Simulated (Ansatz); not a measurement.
NbRu (CsCl type, Pm-3m) at seven volumes, PBEsol in the plane-wave PAW code Ansatz, scaled uniformly. One row is withheld.

```
V (Å³/atom)  P (GPa)
-----------  -------
14.077             ?
14.541         17.97
15.005          8.28
15.469          0.00
15.933         -7.06
16.397        -13.08
16.861        -18.19
```

Q: Fit the shown pressures and predict the withheld one.

A: P = (3/2)B₀(x^(7/2) − x^(5/2))[1 + (3/4)(B′ − 4)(x − 1)] with x = (V₀/V)^(2/3). Least squares on the six rows gives V₀ = 15.469 Å³/atom, B₀ = 254 GPa, B′ = 4.32. At V = 14.077, x = 1.0649 and P = 29.38 GPa. The run itself gave 29.32 GPa.

The first step of the workflow began from a Materials Project structure, measured or hypothetical; the Crystallography Open Database files this formula in space group No. 221, but the cells were not matched. Its standing as an ambient phase is unchecked. Symmetry was held in the PBEsol relaxation. At this level the phase is mechanically unstable. No spin polarisation was allowed.

Potentials: the later of the program's two PAW sets.
